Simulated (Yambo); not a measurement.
A G0W0@PBE run in Yambo for PbSe (rock salt, space group Fm-3m, No. 225) (4×4×4 Γ-centred k mesh, bands 14 to 267 and a 15 Ry block in the screening, 267 bands in G with the Bruneval-Gonze terminator, plasmon pole fitted at 27.2 eV) gives these matrix elements, in eV, at the band edges (L → L):

| state | E0 | <Vxc> | <Σx> | <Σc(E0)> | Z |
|---|---|---|---|---|---|
| valence edge | 0.000 | -14.484 | -15.447 | 0.511 | 0.793 |
| conduction edge | 0.255 | -10.477 | -7.398 | -3.390 | 0.808 |

**Question.** Solve the linearised quasiparticle equation for both states, give the gap, and say how exchange and correlation each act on it.

**Answer.** E = E0 + Z(Σx + Σc − Vxc). Valence: 0.000 + 0.793 × (-15.447 + (0.511) − (-14.484)) = -0.36 eV. Conduction: 0.255 + 0.808 × (-7.398 + (-3.390) − (-10.477)) = 0.00 eV. The gap is 0.36 eV, against 0.25 eV in PBE. Replacing Vxc by bare exchange alone would open it by 4.04 eV; correlation takes back 3.90 eV of that, and Z scales what is left. Nearest settings tried, and what they do to the gap: 143 bands in G: +3 meV; 143 bands in W, 143 bands in G: -19 meV; 9 Ry block (181 vectors against 387): -51 meV. Not varied: mesh. So the settings aren't converged at that level. Spin-orbit coupling is left out; with 6p states at a band edge it can lower the gap by many tenths of an eV, most of a small gap. So small a PBE gap in heavy elements may be inverted, where one-shot corrections to single bands mislead.

Geometry relaxed with PBEsol; primitive cell a = b = c = 4.3108 Å, α = β = γ = 60.00°.

The potentials are those of PseudoDojo's stringent table.
